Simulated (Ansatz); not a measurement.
Method: DFT PBE, scalar-relativistic, plane waves, PAW in Ansatz. The final run on the 3-atom cell used 420 eV, a Γ-centred 12×12×10 mesh, 0.10 eV smearing and no spin polarisation.

Energies over the elements count from the elements' standard structures at the same level, with no fitted energy shifts.

Q: Suggest a trial structure for a tetragonal metal with formula In₂S, with a formation energy near −0.28 eV/atom and about 28 Å³ per atom, in a cell of 3 atoms.

A: In₂S, space group P-4m2 (No. 115). In has 2 S at 2.70 Å; around S lie 4 In at 2.70 Å.

```
In S
1.0
     3.94306    0.00000    0.00000
     0.00000    3.94306    0.00000
     0.00000    0.00000    5.43495
In S
2 1
Direct
  0.50000 0.00000 0.66115
  0.00000 0.50000 0.33885
  0.00000 0.00000 0.00000
```

| Quantity | Value |
| --- | --- |
| Volume per atom | 28.17 Å³ |
| Density | 5.14 g/cm³ |
| Formation energy | −0.28 eV/atom |
| Gap on the 12×12×10 mesh of the 3-atom cell | 0 eV (a metal) |

It was reached by relaxing an invented guess, and it needn't be the stable form of this composition. The answer needn't be unique; the calculation gave this one.

The reference form of S is held partly by dispersion forces, which this level lacks. A structure relaxed within its symmetry needn't be a true minimum.
